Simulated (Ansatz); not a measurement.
Profile along the Sb–Ga line in GaSb (zinc blende)

GaSb (zinc blende), conventional cell a = 6.1324 Å, b = 6.1324 Å, c = 6.1324 Å, α = 90.00°, β = 90.00°, γ = 90.00°. The calculation uses the primitive cell of 2 atoms, to which meshes and values per cell refer.

Fields along a shortest Sb–Ga line of a {110} plane (2.66 Å), from Sb to Ga, interpolated on the slice's grid (step about 0.2 Å). Method: r2SCAN (plane waves to 500 eV, PAW, scalar-relativistic; Ansatz, a program for electronic structure). k mesh 13×13×13. These are valence fields of a PAW run, semicore shells included where kept as valence: close to a nucleus they are smooth pseudo fields. GaSb was relaxed with its symmetry unable to fall. Spin-orbit coupling is left out, though Sb is heavy.

```
distance from Sb (Å)  valence electron density (e/Å³)  electron localisation function  density of the highest valence band (e/Å³)  density of the lowest conduction band (e/Å³)
--------------------  -------------------------------  ------------------------------  ------------------------------------------  --------------------------------------------
0.00                                            23.22                               x                                       0.000                                         0.000
0.27                                            15.26                               x                                       0.007                                         0.004
0.53                                             4.65                            0.07                                       0.004                                         0.023
0.80                                             1.15                            0.29                                       0.070                                         0.041
1.06                                             0.57                            0.51                                       0.116                                         0.024
1.33                                             0.42                            0.72                                       0.109                                         0.014
1.60                                             0.43                            0.48                                       0.089                                         0.035
1.86                                             0.72                            0.27                                       0.054                                         0.075
2.13                                             3.33                            0.10                                       0.015                                         0.119
2.39                                            24.17                               x                                       0.002                                         0.157
2.66                                            52.65                               x                                       0.002                                         0.174
```

x: too close to a nucleus for the ELF to mean much. Band densities are of whole bands, smooth part only.

Density on the Sb–Ga line (2.66 Å) at its density minimum, 1.5 Å from Sb: 0.41 e/Å³. ELF at that point: 0.7. ELF maximum in the middle third of the Sb–Ga line: 0.72, 1.3 Å from Sb.
